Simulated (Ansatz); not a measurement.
Levels of theory for Ga₄P₃N (ordering on wurtzite)

All numbers come from the plane-wave code Ansatz. No magnetic order and no zero-point or thermal motion; the cell was built from a prototype and may be hypothetical.

Ga₄P₃N as one 8-atom ordering (P3m1) on the wurtzite lattice, relaxed with r2SCAN. It is trigonal, P3m1 (No. 156); a = 3.696 Å, c = 12.143 Å in the conventional setting, 17.96 Å³ an atom. N has 4 Ga at 1.96–2.20 Å; P has 4 Ga at 2.30–2.35 Å; P has 4 Ga at 2.31–2.35 Å; P has 4 Ga at 2.30–2.36 Å; Ga has 1 N at 1.96 Å and 3 P at 2.31 Å; Ga has 4 P at 2.30–2.35 Å; Ga has 3 N at 2.20 Å and 1 P at 2.36 Å.

```cif
data_structure
_symmetry_space_group_name_H-M 'P3m1'
_symmetry_Int_Tables_number 156
_cell_length_a 3.6963
_cell_length_b 3.6963
_cell_length_c 12.1433
_cell_angle_alpha 90.000
_cell_angle_beta 90.000
_cell_angle_gamma 120.000
_cell_volume 143.68
loop_
_atom_site_label
_atom_site_type_symbol
_atom_site_symmetry_multiplicity
_atom_site_Wyckoff_symbol
_atom_site_fract_x
_atom_site_fract_y
_atom_site_fract_z
_atom_site_occupancy
N1 N 1 c 0.66667 0.33333 0.99802 1
P1 P 1 c 0.66667 0.33333 0.49935 1
P2 P 1 b 0.33333 0.66667 0.76382 1
P3 P 1 b 0.33333 0.66667 0.23516 1
Ga1 Ga 1 c 0.66667 0.33333 0.83684 1
Ga2 Ga 1 c 0.66667 0.33333 0.30557 1
Ga3 Ga 1 b 0.33333 0.66667 0.57042 1
Ga4 Ga 1 b 0.33333 0.66667 0.04083 1
```

Relaxed lattice by functional, symmetry kept:

| functional | k mesh | a (Å) | c (Å) | volume (Å³/atom) |
| --- | --- | --- | --- | --- |
| PBE | 12×12×2 | 3.737 | 12.270 | 18.55 |
| r2SCAN | 12×12×2 | 3.696 | 12.143 | 17.96 |

Gaps on the r2SCAN cell, each the least over its mesh and the special points:

| level | k mesh | gap (eV) | kind | edges | least direct gap (eV) |
| --- | --- | --- | --- | --- | --- |
| PBE | 12×12×2 | none (overlap 0.06) | – | – | – |
| PBE+SOC | 12×12×2 | none (overlap 0.04) | – | – | – |
| r2SCAN | 12×12×2 | 0 | – | – | – |
| HSE06 | 6×6×2 | 0.07 | direct | Γ | 0.07 |

All runs use a smearing of 0.02 eV.
Wave cutoffs: 420 eV, 500 eV (r2SCAN).
Points off the special ones are mesh points or PBE's searched band edges, reused at the other levels.

With HSE06 the gap is 0.07 eV and direct, at Γ. (This is within a few times the smearing of 0.02 eV, so the filling near the edges can be smeared.) PBE+SOC gives no gap: the lowest nominally empty band dips 0.04 eV below the top of the last filled one (its bottom at Γ–M (0.17 of the way from Γ), the top at Γ), so the cell is a metal or semimetal at this level.

The levels disagree on the kind of gap: direct with HSE06; zero gap with r2SCAN; no gap with PBE, PBE+SOC.

Only the levels marked +SOC include spin-orbit coupling.

The meshes of the hybrids are coarse, so their gaps aren't converged to the digits shown.
